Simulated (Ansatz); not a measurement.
Total density of states per atom from plane-wave PAW PBEsol (Ansatz code), in 0.25 eV bins, energy from the Fermi level:

(E (eV), states/eV/atom): (-7.85, 0.13); (-7.60, 0.16); (-7.35, 0.20); (-7.10, 0.29); (-6.85, 0.61); (-6.60, 0.97); (-6.35, 0.86); (-6.10, 0.83); (-5.85, 1.11); (-5.60, 1.35); (-5.35, 0.96); (-5.10, 0.84); (-4.85, 0.88); (-4.60, 1.30); (-4.35, 1.27); (-4.10, 0.82); (-3.85, 1.28); (-3.60, 1.17); (-3.35, 0.78); (-3.10, 0.94); (-2.85, 1.08); (-2.60, 1.20); (-2.35, 1.15); (-2.10, 1.20); (-1.85, 1.25); (-1.60, 1.09); (-1.35, 0.94); (-1.10, 1.00); (-0.85, 0.96); (-0.60, 1.00); (-0.35, 0.92); (-0.10, 0.99); (0.15, 0.83); (0.40, 0.63); (0.65, 0.53); (0.90, 0.46); (1.15, 0.46); (1.40, 0.54); (1.65, 0.70); (1.90, 0.77); (2.15, 0.86); (2.40, 1.07); (2.65, 0.99); (2.90, 0.99); (3.15, 1.10)

Which of these materials gives this?
A) IrW, Cmcm (W on 4c, Ir on 4c)
B) WC, zinc blende
C) WC, rock salt
D) PtW, Cmcm (W on 4c, Pt on 4c)

A, IrW, Cmcm (W on 4c, Ir on 4c). Within 0.5 eV of the Fermi level: W 5d 54 %, Ir 5d 34 %, outside the projected shells 7 %. Projections are on Löwdin-orthogonalised atomic valence shells; empty p or d shells of many metals are not among them.

The start of the workflow was typed in or built on a structure type; neither database checked (COD, Materials Project) lists it. COD files the formula under space group No. 51. Its standing as an ambient phase is unchecked. The cell was relaxed with PBEsol under the symmetry of its start; its stability against distortions is not shown here. No spin polarisation was allowed. Spin–orbit coupling is left out wherever it is not named.

Potentials: the earlier of the program's two PAW sets. The files were generated under PBE; for other functionals the program regenerates the frozen cores, and for LDA and PBEsol the local potential too.
